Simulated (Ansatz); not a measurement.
A crystal relaxed with r2SCAN in Ansatz 0.2.0 has space group Pmm2 (No. 25) and a = 3.470 Å, b = 5.814 Å, c = 5.746 Å.

| atom | site | x | y | z |
| --- | --- | --- | --- | --- |
| Xx | 2g | 0.0000 | 0.7526 | 0.0581 |
| Xx | 1c | 0.5000 | 0.0000 | 0.4211 |
| O | 2h | 0.5000 | 0.7946 | 0.6162 |
| O | 2h | 0.5000 | 0.7657 | 0.1569 |
| O | 1a | 0.0000 | 0.0000 | 0.3370 |
| O | 1a | 0.0000 | 0.0000 | 0.9144 |
| Zr | 1d | 0.5000 | 0.5000 | 0.4780 |
| O | 1b | 0.0000 | 0.5000 | 0.2964 |
| O | 1b | 0.0000 | 0.5000 | 0.8906 |

With r2SCAN the valence top lies at U and the conduction bottom at Γ, 4.43 eV higher; the smallest vertical gap, at Γ, is 4.53 eV. HSE06 gives an indirect gap of 5.48 eV, from U to Γ; the least direct gap is 5.58 eV at Γ. The PBE gap is indirect, 3.73 eV (U to Γ), below the direct gap of 3.83 eV at Γ. Meshes: r2SCAN 8×4×4, HSE06 4×4×4, PBE 8×4×4. r2SCAN's ε∞ is 3.6, 4.0 and 3.4 along x, y and z.

Problem. Which element is Xx?
A. Pb
B. Sn
C. Si
D. C

Solution. C. Xx is Si: ZrSi3O8 on the sites of tetragonal HfO2 (relaxed group Pmm2) (it has left that coordination). Si has 6 O at 1.66–2.15 Å; Si has 6 O at 1.64–2.04 Å; O has 1 Si at 1.64 Å and 1 Zr at 1.89 Å; O has 3 Si at 1.83–2.04 Å and 1 Zr at 2.41 Å; O has 4 Si at 1.80–2.15 Å; O has 2 Si at 1.66 Å; Zr has 6 O at 1.89–2.41 Å; O has 2 Si at 2.01 Å and 2 Zr at 2.02 Å (further sites aren't listed).

The cell comes from a prototype generator: it can be a known phase or a hypothetical one. Spin polarisation is off.

The meshes of the hybrids are coarse, so their gaps aren't converged to the digits shown.

For a response run the program warns that the ground state's bands aren't all converged, so ε∞ carries an extra error.
